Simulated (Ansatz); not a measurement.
HfCuGe in space group I4/mmm (No. 139; Hf on 4e, Cu on 4c, Ge on 4e), PBE in the plane-wave PAW code Ansatz, all energies at zero smearing, with the estimated change up to a 700 eV cutoff added, with one set of potentials and settings (totals compare only within such a set). Cell of 6 atoms (2 Hf, 2 Cu, 2 Ge): -53287.810 eV.

```csv
element,reference phase,E (eV/atom)
Hf,"P6_3/mmc, 2 atoms in the cell",-15722.2087
Cu,"Fm-3m, 1 atoms in the cell",-6625.1847
Ge,"Fd-3m, 2 atoms in the cell",-4294.9907
```

Formation energy per atom, worked out: (-53287.810 − 2×(-15722.2087) − 2×(-6625.1847) − 2×(-4294.9907))/6 = -0.507 eV/atom (-49 kJ per mol of atoms), at 0 K, without zero-point energy or fitted corrections.

The first step of the workflow began from a Materials Project structure, measured or hypothetical; the Crystallography Open Database copy checked does not list it. Whether it is the stable phase at ambient conditions was not checked. Symmetry was held in the PBE relaxation; whether a distortion lowers the energy is not shown. No spin polarisation was allowed. The references are the lowest solids computed at this level, not always the standard phases. Spin–orbit coupling is left out wherever it is not named.

Potentials: the earlier of the program's two PAW sets.
